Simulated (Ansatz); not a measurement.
Put HfMg₂C₂ in P-3m1 (No. 164): Mg on 2d; Hf on 1b; C on 2d. Recipe of this trial structure of HfMg₂C₂: close-packed metal layers stacked ABC, with sites between them filled layer by layer (elements of the layers in order: Mg Mg Hf).

Level of theory: DFT PBE, scalar-relativistic, plane waves, PAW in Ansatz 0.2.0. Cutoff 420 eV, Γ-centred mesh, Gaussian smearing, no spin polarisation.

Energies over the elements count from the elements' standard structures at the same level, with no fitted energy shifts.

Question: Predict the relaxed structure.

Answer:

Space group P-3m1 (No. 164). a = 3.422 Å, b = 3.422 Å, c = 7.099 Å, α = 90.00°, β = 90.00°, γ = 120.00°
| atom | site | symmetry | x | y | z |
| --- | --- | --- | --- | --- | --- |
| Mg | 2d | 3m. | 0.3333 | 0.6667 | 0.8208 |
| Hf | 1b | -3m. | 0.0000 | 0.0000 | 0.5000 |
| C | 2d | 3m. | 0.3333 | 0.6667 | 0.3186 |

Mg has 3 C at 2.21 Å and 3 Hf at 3.02 Å; Hf is surrounded by 6 C at 2.36 Å and 6 Mg at 3.02 Å; C has 3 Mg at 2.21 Å and 3 Hf at 2.36 Å. Another local minimum with the same sites may exist.

Question: Where does its energy lie, and is it a metal?

Answer: The formation energy is −0.03 eV/atom and the gap on the 12×12×6 mesh of the 5-atom cell is 0 eV (a metal). The formation energy is too near zero to say whether this cell lies below the elements.

The last run used Gaussian smearing of 0.10 eV. The k mesh leaves some 4 meV/atom of noise in the energy of each metallic cell. These runs have no spin–orbit coupling, which can matter for Hf. The reference form of C is held partly by dispersion forces, which this level lacks. A structure relaxed within its symmetry needn't be a true minimum.
